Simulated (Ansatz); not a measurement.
Input file for Ansatz (a quantum-chemistry and plane-wave program):

Ansatz 0.2 input:
```yaml
crystal:
  lattice:
    - [0.0, 3.7148439999, 3.7148439999]
    - [3.7148439999, 0.0, 3.7148439999]
    - [3.7148439999, 3.7148439999, 0.0]
  atoms:
    - { symbol: Al, position: [0.75, 0.75, 0.75] }
    - { symbol: Al, position: [0.5, 0.5, 0.5] }
    - { symbol: Al, position: [0.125, 0.625, 0.125] }
    - { symbol: Al, position: [0.125, 0.125, 0.125] }
    - { symbol: Al, position: [0.625, 0.125, 0.125] }
    - { symbol: Al, position: [0.125, 0.125, 0.625] }
kpoints:
  mp_grid: { grid: [20, 20, 20] }
hamiltonian:
  xc: pbesol
  pseudopotentials: { azcp: { folder: ./paw }, kind: paw }
scf:
  occupations: { method: fermi_dirac, width: 0.1 }
elastic: { mode: relaxed_ion, stencil: two_point, amplitude: 0.005, f_tol: 0.0005 }
```

Output (shortened):

```
Pseudopotential: Al, paw, valence charge 3
Functional definition: PBEsol
Crystal: 6 atoms, lattice volume = 102.530 Å³
Basis set: ecut = 420 eV, 1989 PW (Γ), exchange–correlation on 72×72×72 points (8 copies of the dense FFT grid, shifted against one another)
Bands: 15, of which v1, the nominal top of the filled ones, is band 9 counted from 1 (8 counted from 0)
Symmetry: 48 space group operations
Space group: Fd-3m (ITA 227), of the structure as read, at distance tolerance 4.7e-5 Å
k-points: 256 of 8000
automatic band count: the SCF goes on with 21 bands, as 15 were too few: the levels above may hold too much charge
SCF 1 converged in 9 iterations: F = -3146.338019 eV  dr2 = 2.67e-14
Crystal: 6 atoms, lattice volume = 102.018 Å³
Bands: 21, of which v1, the nominal top of the filled ones, is band 9 counted from 1 (8 counted from 0)
Symmetry: 16 space group operations
k-points: 641 of 8000
SCF 2 converged in 7 iterations: F = -3146.337367 eV  dr2 = 2.37e-14
Crystal: 6 atoms, lattice volume = 103.043 Å³
Basis set: ecut = 420 eV, 2005 PW (Γ), exchange–correlation on 72×72×72 points (8 copies of the dense FFT grid, shifted against one another)
SCF 3 converged in 5 iterations: F = -3146.337177 eV  dr2 = 6.47e-14
Crystal: 6 atoms, lattice volume = 102.530 Å³
Symmetry: 8 space group operations
k-points: 1166 of 8000
SCF 4 converged in 7 iterations: F = -3146.337760 eV  dr2 = 3.75e-14
relax step   1: F+E_penalty+E_count = -3146.33776021 eV  Δ(F+E_penalty+E_count) = +0.000e0 eV  max|allowed force component| = 1.502e-3 eV/Å  Δτ_max = 0.0000 Å  (7 SCF iters, accepted)
Crystal: 6 atoms, lattice volume = 102.530 Å³
SCF 5 converged in 6 iterations: F = -3146.337761 eV  dr2 = 4.84e-15
relax step   2: F+E_penalty+E_count = -3146.33776112 eV  Δ(F+E_penalty+E_count) = -9.074e-7 eV  max|allowed force component| = 6.725e-4 eV/Å  Δτ_max = 0.0004 Å  (6 SCF iters, accepted)
Crystal: 6 atoms, lattice volume = 102.530 Å³
SCF 6 converged in 6 iterations: F = -3146.337761 eV  dr2 = 4.44e-15
relax step   3: F+E_penalty+E_count = -3146.33776134 eV  Δ(F+E_penalty+E_count) = -2.274e-7 eV  max|allowed force component| = 1.847e-8 eV/Å  Δτ_max = 0.0003 Å  (6 SCF iters, accepted)
Crystal: 6 atoms, lattice volume = 102.530 Å³
SCF 7 converged in 8 iterations: F = -3146.337761 eV  dr2 = 2.31e-14
Crystal: 6 atoms, lattice volume = 102.530 Å³
SCF 8 converged in 7 iterations: F = -3146.337760 eV  dr2 = 3.77e-14
relax step   1: F+E_penalty+E_count = -3146.33776021 eV  Δ(F+E_penalty+E_count) = +0.000e0 eV  max|allowed force component| = 1.502e-3 eV/Å  Δτ_max = 0.0000 Å  (7 SCF iters, accepted)
Crystal: 6 atoms, lattice volume = 102.530 Å³
SCF 9 converged in 6 iterations: F = -3146.337761 eV  dr2 = 1.21e-14
relax step   2: F+E_penalty+E_count = -3146.33776134 eV  Δ(F+E_penalty+E_count) = -1.135e-6 eV  max|allowed force component| = 1.523e-8 eV/Å  Δτ_max = 0.0008 Å  (6 SCF iters, accepted)
Crystal: 6 atoms, lattice volume = 102.530 Å³
SCF 10 converged in 8 iterations: F = -3146.337761 eV  dr2 = 2.08e-14
SCF converged after 9 iterations
Free energy (F): -3146.338019 eV
Harris-Foulkes:  -3146.338019 eV  (|F-HF|=0.00e0)
Internal energy: -3146.256447 eV  (E = F + TS)
E sigma→0 (E₀):  -3146.297233 eV
Entropy (-TS):   -0.081573 eV (-13.595 meV/atom)
Fermi energy:    7.496965 eV
--- Per-component energies (eV) ---
  E_band       = 56.433843
  E_kinetic    = 134.040245
  E_local      = 50.279707  (includes V_loc(G=0)·N_el)
  E_nonlocal   = 61.251561
  E_hartree    = 3.355753
  E_xc         = -223.696817
  E_vxc        = -175.036617  (∫ρ·V_xc dr)
  E_paw        = -2740.362203  (= ΣΔE_a)
  E_vpaw       = -20.812543  (= ΣTr[D̂ρ^β])
  E_aug_tail   = -0.000017  (compensation charges beyond the density's cutoff)
  E_ewald      = -431.239511
  E_core_change = 0.114834  (= ΣΔE_core)
  E_smearing   = -0.081573  (= −TS)
  E_closure    = 0.000000  (closes the sum)
  Σ components = -3146.338019   (vs F -3146.338019, Δ=0.00e0)
--- Forces (eV/Å), atoms counted from 1 ---
  atom   1  Al     0.00000000     0.00000000     0.00000000
  atom   2  Al     0.00000000     0.00000000     0.00000000
  atom   3  Al     0.00000000     0.00000000     0.00000000
  atom   4  Al     0.00000000     0.00000000     0.00000000
  atom   5  Al     0.00000000     0.00000000     0.00000000
  atom   6  Al     0.00000000     0.00000000     0.00000000
  max |Σ_I F_I| component: 2.89e-18 eV/Å
--- Stress (GPa, compression-positive) ---
       -0.032671       0.000000       0.000000
        0.000000      -0.032671       0.000000
        0.000000       0.000000      -0.032671
  P = ⅓ Tr σ = -0.0327 GPa (-0.327 kbar)
--- Band table (eV; the first three rows and the last of 256) ---
  k-point 0: bands = ["-3.4867", "2.8947", "4.2570", "4.2903", "4.2903", "4.2903", "4.9131", "4.9131", "4.9131", "7.0259", "7.0259", "7.1710", "7.2625", "7.2625", "7.2625", "15.6119", "15.6119", "15.6119", "16.1376", "16.1376", "16.7810"]
  k-point 1: bands = ["-3.4671", "2.8152", "3.7503", "4.2196", "4.2196", "4.5365", "5.0189", "5.0189", "5.3027", "6.6525", "6.6525", "6.7755", "7.6741", "7.6741", "7.7146", "15.2239", "15.3853", "15.3853", "16.1296", "16.1296", "17.0168"]
  k-point 2: bands = ["-3.4083", "2.5368", "3.2995", "4.0830", "4.0830", "4.7070", "5.2570", "5.2570", "5.9625", "6.2254", "6.2254", "6.4521", "8.2194", "8.2194", "8.2561", "14.5094", "14.8137", "14.8137", "16.1551", "16.1551", "17.2765"]
  k-point 255: bands = ["-0.6695", "-0.6695", "0.3741", "0.3741", "4.7220", "4.7220", "5.3611", "5.3611", "9.4379", "9.4379", "10.0090", "10.0090", "10.3624", "10.3624", "10.7671", "10.7671", "14.2041", "14.2041", "14.5826", "14.5826", "14.6395"]
--- Elastic constants: 2 strain directions × 2 members + reference (group order 48) ---
  dense FFT box of the reference and of every strained cell: 36×36×36
  strains applied: 11, 23; error gains: componentwise 1.00 (the most a stress slope's error grows in a printed constant), spectral 1.73 (1 for all six strains …
  C = ∂σ_k/∂η_j (tension-positive GPa; Voigt order 11 22 33 23 13 12):
        93.297     58.631     58.631      0.000      0.000      0.000
        58.631     93.297     58.631      0.000      0.000      0.000
        58.631     58.631     93.297      0.000      0.000      0.000
         0.000      0.000      0.000     32.285      0.000      0.000
         0.000      0.000      0.000      0.000     32.285      0.000
         0.000      0.000      0.000      0.000      0.000     32.285
  reference stress σ⁰ (GPa):      0.033      0.033      0.033      0.000      0.000      0.000
  moduli (Voigt/Reuss/Hill, GPa): K = 70.19/70.19/70.19   G = 26.30/24.00/25.15   E = 67.41   ν = 0.340
  mechanically stable: yes (min eigenvalue of sym C = 32.28 GPa)
  strain η (Voigt 11):  stress-route row diagonal C_11 = 93.30 GPa, energy-path curvature d²(F+E_count+ΔE)/dδ²/Ω₀ = 93.32 GPa
         δ    σ_11 (GPa)             F (eV)   n_scf  n_hpsi   n_pw
    -5.000e-3      -0.4429       -3146.3373671       7  188205   2032   relax 0 steps, max|allowed force component| 6.94e-18 eV/Å
     5.000e-3       0.4900       -3146.3371774       5  167690   2044   relax 0 steps, max|allowed force component| 6.94e-18 eV/Å
  strain η (Voigt 23):  stress-route row diagonal C_44 = 32.28 GPa, energy-path curvature d²(F+E_count+ΔE)/dδ²/Ω₀ = 32.27 GPa
         δ    σ_23 (GPa)             F (eV)   n_scf  n_hpsi   n_pw
    -5.000e-3      -0.1614       -3146.3377613       8  365283   2036   relax 3 steps, max|allowed force component| 1.85e-8 eV/Å
     5.000e-3       0.1614       -3146.3377613       8  365511   2036   relax 2 steps, max|allowed force component| 1.52e-8 eV/Å
```

Cost: about 11 core-minutes (a rough figure) on shared cores.

The start of the workflow was typed in or built on a structure type; neither database checked (COD, Materials Project) lists it. It is not the phase usual at ambient conditions (space group No. 225). The cell was relaxed with PBEsol under the symmetry of its start. At this level the phase is dynamically unstable (imaginary phonons). As this level gives no gap, shear constants depend on the k-mesh and smearing (Fermi–Dirac, 0.1 eV here).

Potentials: the earlier of the program's two PAW sets. The files were generated under PBE; for other functionals the program regenerates the frozen cores, and for LDA and PBEsol the local potential too.

Ansatz is a plane-wave DFT program.
